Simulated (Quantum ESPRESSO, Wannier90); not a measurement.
## Cu (I4/mmm, model phase), plane waves to Wannier functions

Cell from Materials Project (mp-1010136), symmetrised, no further relaxation. This isn't the element's usual structure (fcc); take it as a model of another phase. Method: PBEsol plane waves in Quantum ESPRESSO 7.5 (PseudoDojo norm-conserving files, 74 Ry, no spin polarisation, no spin-orbit coupling), Bloch states on a 12×12×12 mesh through Γ, Wannier90 4.0.1. Density: 20×20×20 mesh, cold smearing 0.01 Ry.

Input w.win:

```
num_bands = 17
num_wann = 9
exclude_bands = 1-4
num_iter = 0
conv_tol = 1.0e-6
conv_window = 4
dis_num_iter = 1000
dis_conv_tol = 1.0e-6
dis_froz_max = 19.38
write_hr = true
write_u_matrices = true
begin projections
Cu: s;p;d
end projections
begin unit_cell_cart
ang
   -1.4507300000    1.4507300000    1.3622350000
    1.4507300000   -1.4507300000    1.3622350000
    1.4507300000    1.4507300000   -1.3622350000
end unit_cell_cart
begin atoms_frac
Cu   0.0000000000  0.0000000000  0.0000000000
end atoms_frac
mp_grid = 12 12 12
begin kpoints
0.0000000000 0.0000000000 0.0000000000
0.0000000000 0.0000000000 0.0833333333
0.0000000000 0.0000000000 0.1666666667
... (1725 more lines: the 12x12x12 mesh through Gamma)
end kpoints
```

On the energy scale of pw.x, whose zero is arbitrary, the Fermi level lies at 17.88 eV. Lines of w_hr.dat (R1 R2 R3 m n Re Im, eV) for R = 0 and one of the shortest lattice vectors, rounded to 0.01 eV, lines under 0.02 eV left out; orbitals in order: Cu1 s, Cu1 pz, Cu1 px, Cu1 py, Cu1 dz2, Cu1 dxz, Cu1 dyz, Cu1 dx2-y2, Cu1 dxy.

```
    0    0    0    1    1    24.38     0.00
    0    0    0    2    2    31.62     0.00
    0    0    0    3    3    31.54     0.00
    0    0    0    4    4    31.54     0.00
    0    0    0    5    5    15.05     0.00
    0    0    0    6    6    14.95     0.00
    0    0    0    7    7    14.95     0.00
    0    0    0    8    8    15.09     0.00
    0    0    0    9    9    14.93     0.00
   -1   -1   -1    1    1    -1.30     0.00
   -1   -1   -1    2    1     1.45     0.00
   -1   -1   -1    3    1     1.54     0.00
   -1   -1   -1    4    1     1.54     0.00
   -1   -1   -1    6    1    -0.17     0.00
   -1   -1   -1    7    1    -0.17     0.00
   -1   -1   -1    9    1    -0.20     0.00
   -1   -1   -1    1    2    -1.45     0.00
   -1   -1   -1    2    2     0.92     0.00
   -1   -1   -1    3    2     1.50     0.00
   -1   -1   -1    4    2     1.50     0.00
   -1   -1   -1    5    2     0.21     0.00
   -1   -1   -1    6    2     0.03     0.00
   -1   -1   -1    7    2     0.03     0.00
   -1   -1   -1    9    2    -0.19     0.00
   -1   -1   -1    1    3    -1.54     0.00
   -1   -1   -1    2    3     1.50     0.00
   -1   -1   -1    3    3     1.02     0.00
   -1   -1   -1    4    3     1.69     0.00
   -1   -1   -1    5    3    -0.09     0.00
   -1   -1   -1    6    3    -0.03     0.00
   -1   -1   -1    7    3    -0.17     0.00
   -1   -1   -1    8    3     0.15     0.00
   -1   -1   -1    9    3    -0.02     0.00
   -1   -1   -1    1    4    -1.54     0.00
   -1   -1   -1    2    4     1.50     0.00
   -1   -1   -1    3    4     1.69     0.00
   -1   -1   -1    4    4     1.02     0.00
   -1   -1   -1    5    4    -0.09     0.00
   -1   -1   -1    6    4    -0.17     0.00
   -1   -1   -1    7    4    -0.03     0.00
   -1   -1   -1    8    4    -0.15     0.00
   -1   -1   -1    9    4    -0.02     0.00
   -1   -1   -1    2    5    -0.21     0.00
   -1   -1   -1    3    5     0.09     0.00
   -1   -1   -1    4    5     0.09     0.00
   -1   -1   -1    5    5     0.18     0.00
   -1   -1   -1    6    5     0.10     0.00
   -1   -1   -1    7    5     0.10     0.00
   -1   -1   -1    9    5    -0.15     0.00
   -1   -1   -1    1    6    -0.17     0.00
   -1   -1   -1    2    6    -0.03     0.00
   -1   -1   -1    3    6     0.03     0.00
   -1   -1   -1    4    6     0.17     0.00
   -1   -1   -1    5    6     0.10     0.00
   -1   -1   -1    6    6    -0.09     0.00
   -1   -1   -1    7    6    -0.14     0.00
   -1   -1   -1    8    6     0.14     0.00
   -1   -1   -1    9    6    -0.16     0.00
   -1   -1   -1    1    7    -0.17     0.00
   -1   -1   -1    2    7    -0.03     0.00
   -1   -1   -1    3    7     0.17     0.00
   -1   -1   -1    4    7     0.03     0.00
   -1   -1   -1    5    7     0.10     0.00
   -1   -1   -1    6    7    -0.14     0.00
   -1   -1   -1    7    7    -0.09     0.00
   -1   -1   -1    8    7    -0.14     0.00
   -1   -1   -1    9    7    -0.16     0.00
   -1   -1   -1    3    8    -0.15     0.00
   -1   -1   -1    4    8     0.15     0.00
   -1   -1   -1    6    8     0.14     0.00
   -1   -1   -1    7    8    -0.14     0.00
   -1   -1   -1    8    8     0.20     0.00
   -1   -1   -1    1    9    -0.20     0.00
   -1   -1   -1    2    9     0.19     0.00
   -1   -1   -1    3    9     0.02     0.00
   -1   -1   -1    4    9     0.02     0.00
   -1   -1   -1    5    9    -0.15     0.00
   -1   -1   -1    6    9    -0.16     0.00
   -1   -1   -1    7    9    -0.16     0.00
   -1   -1   -1    9    9    -0.11     0.00
```
